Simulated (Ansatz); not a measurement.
All-electron LAPW in Ansatz 0.2.0 under PBE, scalar-relativistic, energies extrapolated to zero smearing. Slabs are 1×1 cells cut from bulk crystals relaxed on PAW files, with atoms then relaxed, 16 to 20 Å of vacuum, a dipole correction, k spacings of 0.16 to 0.26 Å⁻¹ and smearing of 0.02 to 0.1 eV, without spin–orbit coupling or spin polarisation. The bulk type named needn't be the stable one, and no reconstruction is allowed.

| slab | area (Å²) | γ (J/m²) | Φ (eV) | Δd12 (%) |
| --- | --- | --- | --- | --- |
| hcp Zn (0001), 5 layers | 6.02 | 0.30 | 3.97 | -3.4 |
| hcp Zn (10-10), 4 layers | 13.42 | 0.60 | 4.23 | -99.9 |
| hcp Zn (0001), 1 layer | 6.02 | 0.46 | ? | – |
| hcp Zn (0001), 4 layers | 6.02 | 0.29 | ? | -2.5 |

(1) Fill in "Φ (eV)" for the row "hcp Zn (0001), 4 layers".

(2) What belongs in the row "hcp Zn (0001), 1 layer", column "Φ (eV)"?

Results:

(1) 4.01.

(2) 4.00.
